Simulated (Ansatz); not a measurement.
Here is the system:

TiB₂ (AlB2 type, space group P6/mmm)

```xyz
6
Lattice="6.0637 0.0000 0.0000 -1.5159 2.6256 0.0000 3.0318 0.0000 3.2243" Properties=species:S:1:pos:R:3 pbc="T T T"
Ti     0.0000     0.0000     0.0000
Ti     3.0318     0.0000     0.0000
B      6.0637     1.7504     1.6121
B      3.0318     1.7504     1.6121
B      1.5159     0.8752     1.6121
B      4.5478     0.8752     1.6121
```

The atoms are displaced by Q × the pattern below (from a DFPT mode at L = (0.5, 0.0, 0.5), largest move 1; Q in Å), at fixed cell. (q is in reciprocal vectors of the primitive cell; the cell shown is doubled to hold the pattern.)

```json
[
 {"atom": "Ti1", "x": "0.500", "y": "-0.866", "z": "0.000"},
 {"atom": "Ti2", "x": "-0.500", "y": "0.866", "z": "0.000"}
]
```

Atoms not listed stay in place.

All values below come from PBE (plane waves to 420 eV, PAW, scalar-relativistic; Ansatz, a first-principles code). k mesh 18×18×18 (Γ-centred), Fermi-Dirac smearing 0.05 eV. E stands for the smeared free energy. With partly filled bands, energies and forces of such displacements shift with the k mesh and the smearing. The PAW data are Ansatz's earlier set. TiB2 is run without spin polarisation. TiB2 was relaxed with its symmetry unable to fall. The zero of ΔE is the undisplaced structure.

The scan covers Q from -0.280 to 0.280 Å in 13 points.

Q: Which space group does the distorted structure have?

A: Imma (No. 74), lowered from P6/mmm.

Q: What is the energy change at Q = 0.280 Å?

A: 1501 meV/cell.

Q: What harmonic wavenumber does the curvature at Q = 0 give?

A: 343 cm⁻¹.

(A displaced cell: forces are minus the slopes of the energy, force constants its curvatures, and phonons follow from these.)
